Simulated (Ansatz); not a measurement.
A geometry of Pd away from equilibrium: step 2 of the relaxation of a relaxed Pd cell, doubled along one cell vector, shaken by Gaussian noise of σ = 0.08 Å a coordinate. The numbers are results of PBEsol (plane waves to 420 eV, PAW, scalar-relativistic; Ansatz, a quantum-chemistry and plane-wave program), not measurements. Γ-centred k-mesh 14×14×4 on the run's cell (coarser than for final values), Fermi–Dirac smearing 0.05 eV.

```
CELL_PARAMETERS angstrom
      2.71822    -0.00886    -0.00363
     -1.36678     2.37101    -0.00489
     -0.01217    -0.02591     9.00476
ATOMIC_POSITIONS crystal
  Pd 0.36974 0.71776 0.11467
  Pd 0.36986 0.70940 0.62480
  Pd 0.68114 0.36868 0.36980
  Pd 0.68731 0.37354 0.87909
```

Predict the force on each atom, in eV/Å.


```tsv
atom	Fx	Fy	Fz
Pd1	-0.02	-0.02	1.11
Pd2	-0.03	0.00	-0.05
Pd3	0.03	0.01	0.02
Pd4	0.02	0.00	-1.08
```

What is the pressure?

+2.8 GPa, compression positive.

No spin polarisation in the result. A magnetic state may lie lower.

The end of the path is a generated cell of Pd: the first start was made by placing the elements on the sites of a structure type, and the end was not matched to a known phase here, so it may be hypothetical. Known forms of Pd include space group No. 225.
